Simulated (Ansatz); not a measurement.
Cell and atoms are relaxed with the symmetry kept. Start:

```
Zn Ga
1.0
     4.07086    0.00000    0.00000
     0.00000    4.07086    0.00000
     0.00000    0.00000    4.07086
Zn Ga
1 3
Direct
  0.00000 0.00000 0.00000
  0.00000 0.50000 0.50000
  0.50000 0.00000 0.50000
  0.50000 0.50000 0.00000
```

The calculation used DFT r2SCAN, scalar-relativistic, plane waves, PAW in Ansatz 0.2.0.

Settings: cutoff 500 eV, Γ-centred mesh 10×10×10 on the computed 4-atom cell, Gaussian smearing of 0.10 eV; no spin polarisation.

Question: What does it relax to?

Answer: The volume falls by 0.03 Å³/atom to 16.84 Å³/atom, and the energy changes by under 0.1 meV/atom. Final structure:
```cif
data_structure
_symmetry_space_group_name_H-M 'P 1'
_symmetry_Int_Tables_number 1
_cell_length_a 4.0684
_cell_length_b 4.0684
_cell_length_c 4.0684
_cell_angle_alpha 90.000
_cell_angle_beta 90.000
_cell_angle_gamma 90.000
_cell_volume 67.34
loop_
_atom_site_label
_atom_site_type_symbol
_atom_site_fract_x
_atom_site_fract_y
_atom_site_fract_z
_atom_site_occupancy
Zn1 Zn 0.00000 0.00000 0.00000 1
Ga1 Ga 0.00000 0.50000 0.50000 1
Ga2 Ga 0.50000 0.00000 0.50000 1
Ga3 Ga 0.50000 0.50000 0.00000 1
```

Course of the relaxation (steps run on the plane waves of an earlier cell, and the basis is chosen afresh near the end, so energy and pressure can step there; trial steps that raised the energy were taken back; energies are free energies):

```
step P (GPa) V (Å³/atom)
   1    -0.10        16.87
   2     0.02        16.84
   3     0.02        16.84
```